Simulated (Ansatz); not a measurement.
Squeezing ScPd

```
Sc Pd
1.0
     3.29947    0.00000    0.00000
     0.00000    3.29947    0.00000
     0.00000    0.00000    3.29947
Sc Pd
1 1
Direct
  0.50000 0.50000 0.50000
  0.00000 0.00000 0.00000
```

The base volume is that of a database entry, with shape and atoms relaxed on PAW files at held volume, so it needn't be at zero pressure; the structure needn't be the stable phase, at rest or compressed.

Its volume is scaled, and at each volume shape and atoms are relaxed on PAW files; all methods then take that cell.

Level of theory: DFT with PBEsol, scalar-relativistic, in Ansatz 0.2.0; a Γ-centred 11×11×11 k mesh, Fermi–Dirac smearing of 0.05 eV, no spin polarisation. LAPW: all electrons, basis error target 1 meV/atom; PAW: frozen-core files, cutoff 420 eV; crystal datasets: all electrons, by PAW datasets that the program makes for each cell.

Energies are extrapolated to zero smearing and count from the unscaled cell; pressure is positive in compression; gaps take the mesh and a band path. No temperature or zero-point motion is included.

The PAW files were made under PBE.

```json
{"V/V0": "1.00", "V (Å³/atom)": "17.96", "P LAPW (GPa)": "-3.66", "ΔE LAPW (eV/atom)": "0.000", "P PAW − LAPW (GPa)": "0.01", "ΔE PAW − LAPW (meV/atom)": "0.0", "space group": "Pm-3m", "shortest distance (Å)": "2.857"}
{"V/V0": "0.75", "V (Å³/atom)": "13.47", "P LAPW (GPa)": "?", "ΔE LAPW (eV/atom)": "0.531", "P PAW − LAPW (GPa)": "-0.02", "ΔE PAW − LAPW (meV/atom)": "-0.1", "space group": "Pm-3m", "shortest distance (Å)": "2.596"}
{"V/V0": "0.55", "V (Å³/atom)": "9.88", "P LAPW (GPa)": "223.6", "ΔE LAPW (eV/atom)": "3.274", "P PAW − LAPW (GPa)": "-0.18", "ΔE PAW − LAPW (meV/atom)": "-1.6", "space group": "Pm-3m", "shortest distance (Å)": "2.341"}
{"V/V0": "0.45", "V (Å³/atom)": "8.08", "P LAPW (GPa)": "450.6", "ΔE LAPW (eV/atom)": "?", "P PAW − LAPW (GPa)": "-0.63", "ΔE PAW − LAPW (meV/atom)": "-5.5", "space group": "Pm-3m", "shortest distance (Å)": "2.190"}
```

(1) What belongs in the row "0.45", column "ΔE LAPW (eV/atom)"?

(2) Give the missing entry: row "0.75", column "P LAPW (GPa)".

(3) From the table, what is the rise of the enthalpy H = E + pV up to the last row, and how stiff is the crystal between the last two rows?

(4) At the smallest volume, how far do crystal datasets lie from LAPW in pressure?

## Answers

(1) 6.889.

(2) 54.5.

(3) ΔH = 6.889 eV + (450.6 GPa × 8.08 Å³ + 3.66 GPa × 17.96 Å³) × 0.006242 eV/(GPa·Å³) = 30.03 eV/atom, of which pV makes 77 %. The mean bulk modulus there is −ΔP/Δln V = 1130 GPa.

(4) crystal datasets: 0.00 GPa, on a LAPW pressure of 450.6 GPa.
